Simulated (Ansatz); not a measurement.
Relaxed-ion elastic tensor of TaN (rock salt, Fm-3m) in GPa (Voigt order), LDA in the plane-wave PAW code Ansatz; density 15.76 g/cm³, 10.27 Å³ per atom.

```tsv
	1	2	3	4	5	6
1	839	145	145	0.0	0.0	0.0
2	145	839	145	0.0	0.0	0.0
3	145	145	839	0.0	0.0	0.0
4	0.0	0.0	0.0	72.6	0.0	0.0
5	0.0	0.0	0.0	0.0	72.6	0.0
6	0.0	0.0	0.0	0.0	0.0	72.6
```

Q: Is the crystal mechanically stable?

A: Yes: the smallest eigenvalue of C is 72.6 GPa.

Q: Work out the Voigt, Reuss and Hill averages.

A: K_V = 376, K_R = 376, K_H = 376; G_V = 182, G_R = 106, G_H = 144 GPa.

Q: Give Young's modulus, Poisson's ratio, Pugh's ratio and the universal anisotropy index.

A: E = 9KG/(3K + G) = 384 GPa; ν = 0.33; K/G = 2.61 (ductile by the Pugh limit of 1.75); A_U = 5G_V/G_R + K_V/K_R − 6 = 3.59.

Q: Estimate the sound speeds and the Debye temperature.

A: v_l = √((K + 4G/3)/ρ) = 6010 m/s, v_t = √(G/ρ) = 3030 m/s, mean 3390 m/s; Θ = (h/k)(3n/4πV)^(1/3) v_m = 465 K.

Q: Give the Zener ratio and Young's modulus along [100], [110] and [111].

A: A = 2C44/(C11 − C12) = 0.21; 1/E = S11 − 2(S11 − S12 − S44/2)Γ with Γ = 0, 1/4, 1/3 gives 797, 251, 205 GPa.

Q: Solve the Christoffel equation for the three sound speeds along [100], [110], [111].

A: Eigenvalues of C_ijkl n_j n_l equal ρv². In km/s, slowest first: [100] 2.15, 2.15, 7.30; [110] 2.15, 4.69, 5.99; [111] 4.03, 4.03, 5.48.

This is a known high-temperature phase of the composition, computed here at zero pressure and temperature. The cell was relaxed with LDA under the symmetry of its start; its stability against distortions is not shown here. The run is not spin-polarised. As this level gives no gap, shear constants depend on the k-mesh and smearing (Fermi–Dirac, 0.1 eV here). Scalar-relativistic: spin–orbit coupling is off unless named, which matters more the heavier the elements.

Potentials: the earlier of the program's two PAW sets. The files were generated under PBE; for other functionals the program regenerates the frozen cores, and for LDA and PBEsol the local potential too.
